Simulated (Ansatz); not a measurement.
TiBe₁₂:
```yaml
crystal:
  lattice:
    - [-3.66515, 3.66515, 2.06985]
    - [3.66515, -3.66515, 2.06985]
    - [3.66515, 3.66515, -2.06985]
  atoms:
    - { symbol: Ti, position: [0.00000, 0.00000, 0.00000] }
    - { symbol: Be, position: [0.00000, 0.00000, 0.50000] }
    - { symbol: Be, position: [0.00000, 0.50000, 0.00000] }
    - { symbol: Be, position: [0.50000, 0.50000, 0.50000] }
    - { symbol: Be, position: [0.50000, 0.00000, 0.00000] }
    - { symbol: Be, position: [0.35139, 0.00000, 0.35139] }
    - { symbol: Be, position: [0.64861, 0.00000, 0.64861] }
    - { symbol: Be, position: [0.00000, 0.64861, 0.64861] }
    - { symbol: Be, position: [0.00000, 0.35139, 0.35139] }
    - { symbol: Be, position: [0.28290, 0.50000, 0.78290] }
    - { symbol: Be, position: [0.71710, 0.50000, 0.21710] }
    - { symbol: Be, position: [0.50000, 0.71710, 0.21710] }
    - { symbol: Be, position: [0.50000, 0.28290, 0.78290] }
```

Relaxed with r²SCAN. Special points in fractions of this cell's reciprocal vectors: Γ (0.000, 0.000, 0.000); X (0.000, 0.000, 0.500); M (-0.500, 0.500, 0.500); Z (0.330, 0.330, -0.330); Z0 (-0.330, 0.670, 0.330); P (0.250, 0.250, 0.250); N (0.000, 0.500, 0.000).

**Question.** List the band energies nearest the Fermi level at these points for the program Ansatz at the r²SCAN level (PAW).

**Answer.** In eV from the Fermi level; about four levels below and three above (degenerate sets whole), none deeper than 8.9 eV; points with the same levels are listed once.

| k | below | above |
|---|---|---|
| Γ | -2.24 -2.24 -2.03 -1.90 -1.25 | 0.20 1.95 2.83 2.83 |
| X | -2.39 -2.09 -1.25 -1.23 | 0.18 0.25 0.76 |
| M | -1.98 -1.98 -1.44 -1.37 | 0.84 0.84 2.30 2.30 |
| Z | -1.44 -1.37 -1.09 -1.09 | 0.55 1.44 2.34 2.34 |
| P | -3.12 -0.13 -0.02 -0.02 | 1.11 1.66 3.02 3.02 |
| N | -2.63 -2.13 -1.92 -1.85 | 0.04 0.62 1.39 |

Space group I4/mmm. The first step of the workflow began from a Materials Project structure, measured or hypothetical; the Crystallography Open Database copy checked does not list it. Whether it is the stable phase at ambient conditions was not checked. The r²SCAN relaxation kept the symmetry of its start; whether a distortion lowers the energy is not shown. No spin polarisation was allowed.

Potentials: the later of the program's two PAW sets.
